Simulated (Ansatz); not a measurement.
**Os (P6_3/mmc): elastic constants by finite strains**

Method: r²SCAN, PAW on Ansatz 0.2.0's default frozen-core files (fitted under PBE), scalar-relativistic.

Cell and atoms were relaxed beforehand by PAW with this functional.

Command line:

```sh
ansatz run input.yaml --threads 1 --pin off --max-ram 2560MiB --backend cpu --events-out ev --progress --plain --runs-dir out
```

Input file:

```yaml
crystal:
  lattice:
    - [2.73830196292, 0.0, 0.0]
    - [-1.36915098146, 2.37143906313, 0.0]
    - [0.0, 0.0, 4.31662898192]
  atoms:
    - { symbol: Os, position: [0.333333333333, 0.666666666667, 0.25] }
    - { symbol: Os, position: [0.666666666667, 0.333333333333, 0.75] }
kpoints:
  mp_grid: { grid: [20, 20, 12] }
scf:
  occupations: { method: fermi_dirac, width: 0.08 }
hamiltonian:
  xc: r2scan
  pseudopotentials: { kind: paw }
elastic:
  mode: relaxed_ion
  stencil: four_point
  amplitude: 0.005
```

The program printed:

```
Warning: RAYON_NUM_THREADS=1 ignored (pool sized by the plan → 1); use --threads N
Engine: ansatz 0.2.0, aarch64-unknown-linux-gnu
Pseudopotentials: kind: paw
Pseudopotential: Os, paw, valence charge 16, recommended cutoff 500 eV (meta_gga), Os.paw.azcp
Functional definition: r2SCAN
  parameter k0 = 0.174
  parameter k1 = 0.065
  parameter a1 = 4.9479
  exchange = r2scan_x(k0 = k0, k1 = k1, a1 = a1)
  correlation = r2scan_c
Crystal: 2 atoms, lattice volume = 28.031 Å³
Basis set: ecut = 500 eV, 687 PW (Γ), exchange–correlation on 96×96×128 points (64 copies of the dense FFT grid, shifted against one another)
Bands: 20, of which v1, the nominal top of the filled ones, is band 16 counted from 1 (15 counted from 0)
Symmetry: 24 space group operations
Space group: P63/mmc (ITA 194), of the structure as read, at distance tolerance 3.0e-5 Å
k-points: 308 of 4800
Non-local potential: Os, projectors of the file, l = 0: 3, l = 1: 2, l = 2: 2, l = 3: 1
PAW form: soft (Blöchl's): semilocal exchange-correlation on the pseudo side does not see the compensation charge
[... 191 lines left out ...]
     5.000e-3       3.8952      -22795.2770040       2  137774    732   relax 3 steps, max|allowed force component| 6.13e-8 eV/Å
     1.000e-2       7.5767      -22795.2719704       2  137749    736   relax 3 steps, max|allowed force component| 1.24e-7 eV/Å
  strain η (Voigt 33):  stress-route row diagonal C_33 = 892.70 GPa, energy-path curvature d²(F+E_count+ΔE)/dδ²/Ω₀ = 892.74 GPa
    cells at ±δ against ±2δ: C33 892.82 and 893.17 GPa, apart by 0.04 % of the column's largest entry
         δ    σ_33 (GPa)             F (eV)   n_scf  n_hpsi   n_pw
    -1.000e-2      -9.2491      -22795.2707503       8  128192    724   relax 0 steps, max|allowed force component| 1.48e-16 eV/Å
    -5.000e-3      -4.5321      -22795.2767664       4   90411    732   relax 0 steps, max|allowed force component| 1.48e-16 eV/Å
     5.000e-3       4.3961      -22795.2767901       6  126974    734   relax 0 steps, max|allowed force component| 6.48e-17 eV/Å
     1.000e-2       8.6144      -22795.2710876       8  115168    742   relax 0 steps, max|allowed force component| 2.59e-16 eV/Å
  strain η (Voigt 23):  stress-route row diagonal C_44 = 273.98 GPa, energy-path curvature d²(F+E_count+ΔE)/dδ²/Ω₀ = 274.00 GPa
    cells at ±δ against ±2δ: C44 273.93 and 273.81 GPa, apart by 0.05 % of the column's largest entry
         δ    σ_23 (GPa)             F (eV)   n_scf  n_hpsi   n_pw
    -1.000e-2      -2.7381      -22795.2763346       2  223794    729   relax 3 steps, max|allowed force component| 2.73e-5 eV/Å
    -5.000e-3      -1.3697      -22795.2781321       2  224453    732   relax 2 steps, max|allowed force component| 1.74e-5 eV/Å
     5.000e-3       1.3697      -22795.2781321       2  225258    732   relax 3 steps, max|allowed force component| 3.36e-6 eV/Å
     1.000e-2       2.7381      -22795.2763346       2  223707    729   relax 3 steps, max|allowed force component| 2.73e-5 eV/Å
```

Self-consistency was reached.

**Elastic constants**

Elastic constants of a crystal by Kohn-Sham DFT: slopes of the stress over finite engineering strains of the given cell, Voigt indices, Cartesian axes as in the input.

- Pressure at rest: -0.022 GPa
- Least elastic eigenvalue: 274 GPa
- Elastically stable: yes

| index | elastic (GPa) |
| --- | --- |
| 11 | 792.9 |
| 12 | 233.4 |
| 13 | 227.7 |
| 33 | 892.7 |
| 44 | 274 |

**Elastic moduli**

Hill averages of a grain aggregate, Debye temperature from the mean sound speed over directions.

```json
{
  "Bulk modulus": "427.9 GPa",
  "Shear modulus": "284.3 GPa",
  "Young modulus": "698.4 GPa",
  "Poisson ratio": "0.228",
  "Bulk over shear modulus": "1.505",
  "Elastic anisotropy index": "0.0196",
  "Least young modulus": "680.2 GPa",
  "Largest young modulus": "791.7 GPa",
  "Longitudinal sound speed": "5984 m/s",
  "Transverse sound speed": "3552 m/s",
  "Elastic debye temperature": "485.5 K",
  "Linear compressibility (x, y, z)": "0.8185, 0.8185, 0.7027 1/TPa"
}
```

**Strained cells**

Stress of each strained cell less that at rest, tension positive.

```tsv
strain component	strain	stress xx (GPa)	stress yy (GPa)	stress zz (GPa)	stress yz (GPa)	stress xz (GPa)	stress xy (GPa)	relaxation steps
xx	-0.01	-8.317	-2.403	-2.325	0	0	0	4
xx	-0.005	-4.061	-1.184	-1.15	0	0	0	2
xx	0.005	3.869	1.152	1.127	0	0	0	3
xx	0.01	7.551	2.274	2.234	0	0	0	3
zz	-0.01	-2.394	-2.394	-9.264	0	0	0	0
zz	-0.005	-1.168	-1.168	-4.547	0	0	0	0
zz	0.005	1.11	1.11	4.382	0	0	0	0
zz	0.01	2.165	2.165	8.6	0	0	0	0
yz	-0.01	-0.0195	-0.0289	-0.076	-2.738	0	0	3
yz	-0.005	-0.0049	-0.0073	-0.019	-1.37	0	0	2
yz	0.005	-0.0049	-0.0073	-0.019	1.37	0	0	3
yz	0.01	-0.0195	-0.0289	-0.076	2.738	0	0	3
```

Known limits: frozen-core PAW files fitted under PBE, their cores solved anew for the functional of the run; responses of metals move with mesh and smearing; no spin-orbit coupling on heavy atoms; elastic stability says nothing of phonons or of other phases.

Time and hardware: 23 min on 1 thread of Arm Neoverse V2, on a shared host, peak memory 1 GiB.
